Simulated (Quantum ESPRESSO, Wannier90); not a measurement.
# TiO₂ (Pbcn): Wannier90 run

```yaml
crystal:
  lattice:
    - [4.54535, 0.00000, 0.00000]
    - [0.00000, 5.51962, 0.00000]
    - [0.00000, 0.00000, 4.90920]
  atoms:
    - { symbol: Ti, position: [0.50000, 0.67299, 0.75000] }
    - { symbol: Ti, position: [0.50000, 0.32701, 0.25000] }
    - { symbol: Ti, position: [0.00000, 0.82701, 0.25000] }
    - { symbol: Ti, position: [0.00000, 0.17299, 0.75000] }
    - { symbol: O, position: [0.72855, 0.61828, 0.08135] }
    - { symbol: O, position: [0.27145, 0.38172, 0.91865] }
    - { symbol: O, position: [0.77145, 0.88172, 0.58135] }
    - { symbol: O, position: [0.22855, 0.11828, 0.41865] }
    - { symbol: O, position: [0.22855, 0.88172, 0.91865] }
    - { symbol: O, position: [0.77145, 0.11828, 0.08135] }
    - { symbol: O, position: [0.27145, 0.61828, 0.41865] }
    - { symbol: O, position: [0.72855, 0.38172, 0.58135] }
```

Cell from Materials Project (mp-1439), symmetrised, no further relaxation. Not found in the COD (Crystallography Open Database) copy used, which has the formula in other groups; not checked further. Computed values, not measurements, from PBEsol: Quantum ESPRESSO (norm-conserving PseudoDojo potentials, cutoff 68 Ry, no spin polarisation, no spin-orbit coupling) on a Γ-centred 4×4×4 mesh, then Wannier90. Density: 8×6×6 mesh, cold smearing 0.01 Ry.

Base run: 44 functions from bands 25-96 of the 96 computed, start hydrogen-like Ti: d; O: p, centres 0.05 Å off the atoms, frozen window up to 4.11 eV relative to the valence-band maximum, outer window open. One setting was then changed (edges relative to the valence-band maximum; misfit to pw.x on a path, for states up to 3.6 eV relative to the valence-band maximum).

| run | Ω_I (Å²) | rms misfit (meV) | worst (meV) |
|---|---|---|---|
| base | 29.83 | 0.3 | 2.3 |
| changed | 29.39 | 16 | 93 |

Task: Which change was made?
A. frozen window to 6.11 eV
B. only the lowest 65 of the kept bands
C. frozen window to 3.11 eV

Result: C, frozen window to 3.11 eV. The others give:

```
run                                   Ω_I (Å²)  rms misfit (meV)  worst (meV)
------------------------------------  --------  ----------------  -----------
frozen window to 6.11 eV                 30.66               0.3          2.2
only the lowest 65 of the kept bands     29.92               0.3          2.4
```
